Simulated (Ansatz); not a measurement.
Al in space group Fd-3m (No. 227; Al on 8a, Al on 16d) at seven volumes, PBE (plane waves, PAW; program Ansatz), scaled uniformly. One row is withheld.

```csv
V (Å³/atom),P (GPa)
15.886,7.68
16.410,4.68
16.933,?
17.457,0.00
17.981,-1.79
18.505,-3.28
19.028,-4.51
```

### Question
Fit the shown pressures and predict the withheld one.

### Answer
P = (3/2)B₀(x^(7/2) − x^(5/2))[1 + (3/4)(B′ − 4)(x − 1)] with x = (V₀/V)^(2/3). Least squares on the six rows gives V₀ = 17.458 Å³/atom, B₀ = 64.7 GPa, B′ = 4.88. At V = 16.933, x = 1.0206 and P = 2.13 GPa. The run itself gave 2.13 GPa.

The start of the workflow was typed in or built on a structure type; neither database checked (COD, Materials Project) lists it. It is not the phase usual at ambient conditions (space group No. 225). The PBE relaxation kept the symmetry of its start; its stability against distortions is not shown here.

Potentials: the earlier of the program's two PAW sets.
